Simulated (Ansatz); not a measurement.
Two inputs for GaP with Cr replacing Ga

Cell: a supercell of GaP (zinc blende type, F-43m) built from a structure deposited in the COD, with all atoms left at the host's positions.

Space group F-43m (No. 216); a = 16.3515 Å.

```
site  Wyckoff  site symmetry       x       y       z
  Cr       4a           -43m  0.0000  0.0000  0.0000
 Ga2      48h            ..m  0.1667  0.0000  0.1667
 Ga5      16e            .3m  0.3333  0.8333  0.1667
 Ga9      16e            .3m  0.6667  0.6667  0.3333
Ga15      24f           2.mm  0.5000  0.6667  0.5000
 P28      16e            .3m  0.0833  0.9167  0.0833
 P29      24g           2.mm  0.2500  0.9167  0.2500
 P33      48h            ..m  0.5833  0.7500  0.4167
 P41      16e            .3m  0.4167  0.5833  0.4167
 P54       4c           -43m  0.7500  0.2500  0.7500
```

One atom of each set is listed; the run and its k-mesh use a cell of 54 atoms with edges of 11.56, 11.56, 11.56 Å.

Reference run. All values are calculated (Ansatz; DFT, PBE, plane waves and PAW, scalar-relativistic, collinear spin, 420 eV cutoff, Γ-centred 2×2×2 k-points, Fermi–Dirac smearing 0.01 eV), not measured. Start moments as typed (μB): 3 on each Cr, none on the rest.

(1) The input is changed as follows: `scf.occupations.method`: fermi_dirac → gaussian; `scf.occupations.width`: 0.01 → 0.15. What happens to V_zz (10²¹ V/m²) and η?

Answers

(1) 

| site | V_zz reference | η reference | V_zz changed | η changed |
| --- | --- | --- | --- | --- |
| Cr | 0.00 | – | 0.00 | – |
| Ga2 | 0.61 | 0.29 | 0.61 | 0.29 |
| Ga5 | -0.041 | 0.00 | -0.041 | 0.00 |
| Ga15 | -0.021 | 0.28 | -0.021 | 0.28 |
| P28 | -2.87 | 0.00 | -2.87 | 0.00 |
| P29 | 0.64 | 0.09 | 0.64 | 0.08 |
| P33 | -0.094 | 0.31 | -0.094 | 0.30 |
| P41 | 0.046 | 0.00 | 0.046 | 0.00 |

No V_zz moves by more than 0.01. Other sites with |V_zz| of 0.02 or less aren't listed. SCF iterations: 13 and 13.

On the reference run: The defect repeats with the cell of 54 atoms, so it feels its images: sites between two images don't show the values beside a lone defect, and zeros or small values of η there can come from the images' arrangement. The defect cell has no gap above 0.1 eV on its mesh, so the values can hang on the smearing and the k-mesh. The program didn't check the stability of this electronic state in full, so a lower one may lie near. The neighbours have not yet relaxed around the defect (largest force 0.40 eV/Å), so a real crystal will differ.
